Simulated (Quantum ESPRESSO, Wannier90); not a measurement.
**Tight-binding from DFT: ZnSe (zinc blende)**

```
begin unit_cell_cart
ang
    0.0000000000    2.8324450000    2.8324450000
    2.8324450000    0.0000000000    2.8324450000
    2.8324450000    2.8324450000    0.0000000000
end unit_cell_cart
begin atoms_frac
Zn   0.0000000000  0.0000000000  0.0000000000
Se   0.2500000000  0.2500000000  0.2500000000
end atoms_frac
```

Structure: Materials Project mp-1190, symmetrised, not relaxed again. COD (Crystallography Open Database) has the formula in 2 space groups, this one among them (matched by group alone). Computed values, not measurements, from PBEsol: Quantum ESPRESSO (norm-conserving PseudoDojo potentials, cutoff 69 Ry, no spin polarisation, no spin-orbit coupling) on a Γ-centred 8×8×8 mesh, then Wannier90. Density: 10×10×10 mesh, cold smearing 0.01 Ry. Spin-orbit coupling, left out, would split the p-like bands by a few tenths of an eV.

Band 10 is isolated and gives one Wannier function a cell (Se2 4s 86 %, Zn1 4s 10 %; spread 1.31 Å²). Its on-site energy is ε = -12.511 eV relative to the valence-band maximum, and its hoppings t(R) = t(−R) to the nearer images are (images within this range that aren't listed have |t| under 5 meV):

```tsv
R (lattice vectors; −R alike)	distance (Å)	t (eV)
0 0 1	4.01	-0.070
0 1 -1	4.01	-0.070
0 1 0	4.01	-0.070
1 -1 0	4.01	-0.070
1 0 -1	4.01	-0.070
1 0 0	4.01	-0.070
```

Question: Work out the band energy at Γ, X, U, K from these numbers.

Answer: For one orbital E(k) = ε + Σ_R 2 t(R) cos(2π k·R), the sum over the listed R.
- Γ, k = (0.000, 0.000, 0.000): E = -12.511 + (-0.070)·(12.00) = -13.35 eV; pw.x: -13.30 eV
- X, k = (-0.500, -0.500, 0.000): E = -12.511 + (-0.070)·(-4.00) = -12.23 eV; pw.x: -12.23 eV
- U, k = (-0.375, -0.375, 0.250): E = -12.511 + (-0.070)·(-3.66) = -12.26 eV; pw.x: -12.25 eV
- K, k = (-0.375, 0.000, 0.375): E = -12.511 + (-0.070)·(-3.66) = -12.26 eV; pw.x: -12.25 eV

At these points the listed shells miss the plane-wave band by up to 0.06 eV, of a width of 1.07 eV on the path. With all its hoppings the model misses the band by 0.1 meV at worst on the whole path, so most of the miss comes from the hoppings not listed.
